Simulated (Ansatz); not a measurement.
# NdSi3 in the AuCu3-type structure

Level of theory: DFT, PBE+U (U_eff = 6 eV on Nd 4f), scalar-relativistic, collinear spin; plane waves to 420 eV with PAW datasets (Ansatz 0.2.0), 8×8×8 k-mesh, Gaussian smearing of 0.05 eV. The datasets are Ansatz's generated set soft_2.

```xyz
4
Lattice="4.2245 0.0000 0.0000 0.0000 4.2245 0.0000 0.0000 0.0000 4.2245" Properties=species:S:1:pos:R:3 pbc="T T T"
Nd    0.0000    0.0000    0.0000
Si    0.0000    2.1123    2.1123
Si    2.1123    2.1123    0.0000
Si    2.1123    0.0000    2.1123
```

The start was a prototype's sites filled with these elements, not a measured cell.

Magnetic state: ferromagnetic, site spin moments Nd 2.97 μB.

At this volume the pressure is 0.06 GPa.

Path: Γ–X–M–Γ–R–X | R–M, with Γ = (0.000, 0.000, 0.000), X = (0.000, 0.500, 0.000), M = (0.500, 0.500, 0.000), R = (0.500, 0.500, 0.500) in reciprocal vectors of the calculation's cell.

Task: Is it a metal or an insulator, and if it has a gap, where are the band edges on this path?

Result: A metal: bands cross the Fermi level.

Levels between -4 and 4 eV from the Fermi level at the path's named points:
```tsv
point	spin	below E_F (eV)	above E_F (eV)
Γ	up	-2.85 -2.85 -2.85	1.11 1.11 1.11 1.53 1.53 1.53 1.86 1.87 2.53 2.53 2.53 2.63 2.63
Γ	down	-2.87 -2.87 -2.87	1.38 1.38 1.38 1.41 1.41 1.41 1.97 2.83 2.83 3.12 3.34 3.34 3.34
X	up	-3.45 -3.45 -3.38 -2.96 -0.25	0.10 0.59 0.99 1.69 1.81 1.88 1.90 2.10 3.05 3.06 3.62
X	down	-3.39 -3.38 -2.83 -0.19 -0.18	0.61 1.11 2.06 3.02 3.12 3.14 3.15 3.15 3.34 3.87 3.95 3.96
M	up	-2.23 -2.23 -0.74 -0.66	0.73 1.23 1.79 1.87 2.01 2.19 2.60 2.77
M	down	-2.11 -2.11 -0.74 -0.66	0.84 0.87 2.93 3.04 3.13 3.15 3.26 3.28 3.86 3.94
R	up	-2.98 -2.98 -2.98	1.79 1.79 1.79 1.91 2.48 3.51 3.51
R	down	-2.87 -2.87 -2.87	2.72 3.02 3.02 3.02 3.18 3.63 3.63 3.63 3.99 3.99
```

Cost: 26 s on 2 threads of Intel(R) Xeon(R) Platinum 8488C (Sapphire Rapids) (shared host), peak memory 0.74 GiB.

With a Hubbard U or exact exchange the result depends on the state in which the open shell ends, and a lower one can't be excluded. For elements this heavy, spin–orbit coupling would shift levels and gaps; it isn't included here. Site moments are of spin, integrated over atomic spheres. Outside insulating oxides and halides a U of this size tends to overlocalise the f electrons and swell the cell by several per cent or more; the magnetism that it makes in a metal isn't a prediction either.

The open shells may stand above their lowest state, and forces and pressures are less sure for it.
